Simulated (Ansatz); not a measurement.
**GeSb$_{4}$Te$_{4}$: opening a crack plane**

GeSb$_{4}$Te$_{4}$, P-3m1, a = 4.330 Å, c = 17.649 Å. The structure is a Materials Project entry; whether it is the stable form wasn't checked. Ansatz: PBE, PAW, 420 eV, Γ-centred 9×9×2 mesh on 9 atoms, Gaussian smearing 0.03 eV; no spin polarisation. One cut on (001) per cell of 9 atoms is opened rigidly by x, between planes of Sb and Te that stand 2.65 Å apart; y is the energy per area (16.237 Å², 1 eV/Å² = 16.02 J/m²).

| x (Å) | y (J/m²) |
| --- | --- |
| 0.00 | 0.000 |
| 0.25 | 0.010 |
| 0.50 | 0.028 |
| 0.75 | ? |
| 1.00 | 0.064 |
| 1.50 | 0.088 |
| 2.00 | 0.101 |
| 3.00 | 0.112 |
| 4.50 | 0.117 |
| 6.00 | 0.117 |

Fit the universal binding curve y = W[1 − (1 + x/l) e^(−x/l)] to the other rows, give the peak stress, and predict the missing value.

Least squares gives W = 0.116 J/m² and l = 0.546 Å. The stress dy/dx peaks at x = l with W/(e l) = 0.8 GPa, for rigid faces. At x = 0.75: x/l = 1.374, y = 0.046 J/m². The run gave 0.047 J/m², so the fit is 0.001 J/m² too low, within twice the rms miss on the fitted rows (0.0009 J/m²).

Cost: 12 runs of about 4.4 core-minutes in all, on AMD EPYC 9R45 (Zen 5) (shared hosts).